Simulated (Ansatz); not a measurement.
The elements of this relaxed trial crystal are hidden behind letters.

```
lattice vectors (Å)
  -2.7871    2.7871    3.9470
   2.7871   -2.7871    3.9470
   2.7871    2.7871   -3.9470
fractional positions
X 0.5000 0.5000 0.5000
X 0.0000 0.0000 0.5000
X 0.5000 0.0000 0.0000
X 0.0000 0.5000 0.0000
X 0.0000 0.0000 0.0000
Z 0.5000 0.5000 0.0000
```

Theory: DFT PBE, scalar-relativistic, plane waves, PAW in Ansatz. Settings of the last relaxation (6-atom cell): 420 eV, 10×10×10 k points, Gaussian smearing of 0.10 eV, no spin polarisation.

```
Space group                                 : I4/mmm (No. 139)
Conventional cell                           : a = 5.574 Å, c = 7.894 Å
Volume per atom                             : 20.44 Å³
Density                                     : 5.17 g/cm³
Formation energy                            : +0.04 eV/atom
Gap on the 10×10×10 mesh of the 6-atom cell : 0 eV (a metal)
```

Energies are uncorrected and count from the elements' standard states at the same level.

**Question.** X is a p-block element of period 4 and Z is a p-block element of period 2. Which elements are they?

**Answer.** X = Ge, Z = F, so the formula is Ge5F. Density times volume gives a mean mass of 5.17 × 20.44/1.6605 = 63.6 u per atom, and this set has 63.7 u. Among the elements that the hints allow, noble gases aside, only these give it. Ge on a site of symmetry 2/m has 6 Ge at 2.79 Å and 2 F at 2.79 Å; Ge on a site of symmetry 4/mmm has 8 Ge at 2.79 Å; F is surrounded by 8 Ge at 2.79 Å (long against covalent radii, as for large ions).

Symmetry constrained the relaxation, so the result can be a saddle point. Another cell of Ge5F relaxed alike, in P6/mmm, lies 156 meV/atom lower, so this cell isn't the stable form at this level.
